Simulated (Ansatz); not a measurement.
Zr₂GeB₂ in space group P-6m2 (No. 187; Zr on 2h, Ge on 1a, B on 1b, B on 1f) at seven volumes, the program Ansatz at the r²SCAN level (PAW), shape and atoms relaxed at each. One row is withheld.

```tsv
V (Å³/atom)	P (GPa)
12.732	?
13.151	11.88
13.571	5.48
13.991	0.01
14.410	-4.68
14.830	-8.69
15.250	-12.09
```

Problem. Fit the shown pressures and predict the withheld one.

Solution. Third-order Birch–Murnaghan: P = (3/2)B₀(x^(7/2) − x^(5/2))[1 + (3/4)(B′ − 4)(x − 1)] with x = (V₀/V)^(2/3). Least squares on the six rows gives V₀ = 13.991 Å³/atom, B₀ = 168.4 GPa, B′ = 4.23. At V = 12.732, x = 1.0649 and P = 19.39 GPa. The run itself gave 19.34 GPa.

The start of the workflow was typed in or built on a structure type; neither database checked (COD, Materials Project) lists it. Whether it is the stable phase at ambient conditions was not checked. The r²SCAN relaxation kept the symmetry of its start; whether a distortion lowers the energy is not shown. No spin polarisation was allowed.

Potentials: the earlier of the program's two PAW sets. The files were generated under PBE; for other functionals the program regenerates the frozen cores, and for LDA and PBEsol the local potential too.
